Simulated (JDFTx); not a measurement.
**Report: TiAl(100) in implicit electrolytes**

System: TiAl(100) (P4/mmm bulk; lattice of mp-1953, not re-optimised at this level), 1x1 cell of 5 atoms in 5 planes (Al outermost, slab composition Ti2Al3), area 11.43 Å² a face, 5.5 Å between the outermost planes in a cell 21.6 Å high; k mesh 8×6×1, Fermi width 0.01 Ha, no spin polarisation. Whether this polymorph is the ambient one wasn't checked. Neither spin polarisation nor a larger cell was tried.

Computed with JDFTx (a modified build): PBE, GBRV ultrasoft potentials, plane waves to 20/100 Ha. Outer atoms relaxed in vacuum, keeping the start's symmetry. The same nuclei were then put into each liquid, at zero charge and at set potentials or charges. The model has bare, unreconstructed faces and no explicit solvent. U vs SHE = −μ/e − 4.44 V throughout (conventional absolute potential of the hydrogen electrode). Convergence in thickness and k mesh wasn't tested for this slab.

In vacuum the work function is 4.08 eV, which would put the uncharged electrode at -0.36 V vs SHE if the liquid did nothing. Each liquid moves the Fermi level of the neutral slab, now counted from the bulk liquid: linear PCM (GLSSA13), water, 2 M KF by 0.30 eV, to a potential of zero charge of -0.66 V; soft-sphere model, water, 2 M KF by 0.23 eV, to a potential of zero charge of -0.60 V; CANDLE, water, 2 M KF by 0.36 eV, to a potential of zero charge of -0.72 V. The models of water differ by 0.13 V among themselves.

Charging:

```tsv
liquid	U − U_pzc (V)	σ (μC/cm²)	σ/(U − U_pzc) (μF/cm²)	Δγ (mJ/m²)
linear PCM (GLSSA13), water	-1.00	-15.0	15	-79
linear PCM (GLSSA13), water	-0.89	-13.5	15	-63
linear PCM (GLSSA13), water	-0.69	-10.7	16	-38
linear PCM (GLSSA13), water	-0.14	-2.4	18	-2
linear PCM (GLSSA13), water	0.16	3.1	19	-2
soft-sphere model, water	-0.60	-13.8	23	-41
soft-sphere model, water	0.60	12.0	20	-36
CANDLE, water	0.32	5.1	16	-8
```

The mean capacitance runs from 15 to 23 μF/cm². Δγ, the grand free energy per area against the neutral surface, is negative throughout, since charging at a held potential lowers it. The cavity function reaches one half at 2.4 Å (linear PCM (GLSSA13), water), 2.1 Å (soft-sphere model, water), 3.0 Å (CANDLE, water) above the top atoms; the models define their cavities differently. No specific adsorption of ions or solvent is in these numbers.
